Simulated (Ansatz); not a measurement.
Pt:
```xyz
1
Lattice="0.0000 1.9642 1.9642 1.9642 0.0000 1.9642 1.9642 1.9642 0.0000" Properties=species:S:1:pos:R:3 pbc="T T T"
Pt     0.0000     0.0000     0.0000
```

Relaxed with PBE+D3(BJ). Special points in fractions of this cell's reciprocal vectors: Γ (0.000, 0.000, 0.000); X (0.500, 0.000, 0.500); U (0.625, 0.250, 0.625); K (0.375, 0.375, 0.750); L (0.500, 0.500, 0.500); W (0.500, 0.250, 0.750).

List the band energies nearest the Fermi level at these points for DFT-PBE+D3(BJ) in the program Ansatz with PAW potentials.

In eV from the Fermi level; about four levels below and three above (degenerate sets whole), none deeper than 8.9 eV; … stands for higher levels left out; points with the same levels are listed once.

| k | below | above |
|---|---|---|
| Γ | -3.78 -3.78 -3.78 -1.63 -1.63 | … |
| X | -7.05 -6.59 0.00 | 0.49 0.49 1.78 |
| U | -5.45 -2.85 -1.32 -0.17 | 5.72 … |
| L | -7.30 -3.84 -3.84 -0.47 | 0.03 0.03 … |
| W | -5.64 -4.53 -4.53 -2.00 | 0.49 7.08 … |

Space group Fm-3m (fcc (Cu type)). The PBE+D3(BJ) relaxation kept the symmetry of its start. No spin polarisation was allowed. The pairwise dispersion correction was not fitted to metals. Spin–orbit coupling is left out wherever it is not named.

Potentials: the earlier of the program's two PAW sets.
